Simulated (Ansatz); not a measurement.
FeBO3 in space group R-3c (No. 167; B on 6a, Fe on 6b, O on 18e), PBE (plane waves, PAW; program Ansatz), all energies at zero smearing, with the estimated change up to a 700 eV cutoff added, with one set of potentials and settings (totals compare only within such a set). Cell of 10 atoms (2 B, 2 Fe, 6 O): -12680.410 eV.

```
element                             reference phase  E (eV/atom)
-------  ------------------------------------------  -----------
B                        R-3m, 12 atoms in the cell    -155.9161
Fe       Im-3m, 1 atoms in the cell, spin-polarised   -4480.4888
O         C2/m, 4 atoms in the cell, spin-polarised    -565.0000
```

Formation energy per atom, worked out: (-12680.410 − 2×(-155.9161) − 2×(-4480.4888) − 6×(-565.0000))/10 = -1.760 eV/atom (-170 kJ per mol of atoms), at 0 K, without zero-point energy or fitted corrections.

The workflow started from an entry of the Crystallography Open Database (COD). Whether it is the stable phase at ambient conditions was not checked. The cell was relaxed with PBE under the symmetry of its start, as lowered by the spin order; its stability against distortions is not shown here. Spin order of the final state: antiferromagnetic, chosen from 5 collinear starts compared on coarse meshes (ties went to the first, and starts can fall back to one state), not a proven ground state. No Hubbard U is applied. The references are the lowest solids computed at this level, not always the standard phases (solids in place of the gases).

Potentials: the later of the program's two PAW sets.
